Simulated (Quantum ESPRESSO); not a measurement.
## Al3Cu2InPdRu in 6 site orders

All numbers below are calculated, not measured. They come from Quantum ESPRESSO 7.5, a public plane-wave density functional program. Each row is one single-point run on a made-up periodic cell of eight metal atoms, with elements, volume, strain and displacements drawn at random and not relaxed, so a cell may be unstable or far from any real phase. There is no spin polarisation or spin-orbit coupling.

Settings: PBE unless stated; PseudoDojo standard norm-conserving files; Fermi-Dirac width 0.25 eV, which means electrons at about 2900 K; cutoff 1252 eV; 5 x 5 x 4 k mesh shifted half a step off Gamma. E is the free energy of the whole cell (internal energy minus TS), so a -TS column is already part of it. Stress is positive in tension, and the pressure P is minus a third of its trace.

Checks: one run of this series was repeated at a higher cutoff and on a denser mesh, which moved values by no more than 0.005 eV, 0.17 GPa and 0.016 eV/Å, and a second program with other atomic files agreed on it to 2 % rms in force and 0.5 GPa in pressure. Known limits: the copper pseudopotential is less sure than most, with forces differing by about three percent and pressure by about two GPa from a second method on plain copper; a spin test at this wide smearing found no moment, but such smearing suppresses magnetism that the real alloy may have.

The lattice is hexagonal close-packed, and the cell vectors in Å are (4.300, -2.483, 0.000); (-2.867, 0.000, -4.482); (2.867, 4.965, 0.000), a volume of 127.60 Å³. The runs put one composition on the same eight displaced sites in different orders. E is counted from run 1, and the rms force is over all 24 components. Nothing is relaxed, so E mixes bonding between neighbours with strain on unrelaxed sites, and it is not an ordering energy.

```
run,elements on sites 1 to 8,E (eV),-TS (eV),rms force (eV/Å),largest force (eV/Å),P (GPa)
1,Al Al Cu Cu Pd Al Ru In,0.000,-0.891,0.977,3.09,-2.67
2,Pd Cu In Al Al Cu Al Ru,-0.351,-0.814,0.773,2.22,-4.61
3,Cu Al Ru In Al Cu Al Pd,-0.878,-0.788,0.736,1.85,-5.55
4,Pd Cu Al Al Al Cu In Ru,-0.067,-0.818,1.012,2.88,?
5,Ru Al Al Cu Cu In Pd Al,-0.277,-0.894,0.732,1.99,-3.57
6,Pd In Al Al Cu Ru Cu Al,-0.755,-0.811,0.528,1.57,-5.01
```

## Worked fit

A straight line through the runs shown gives P = -2.90 + 3.05 E GPa with E in eV, an error of 0.58 on the slope and a scatter of 0.42 GPa. At this fixed volume the orders of higher energy tend to have the higher pressure.

## Withheld value

Question: what pressure should run 4 give?

The fit gives -3.10 ± 0.51 GPa. The calculation gave -3.85 GPa.
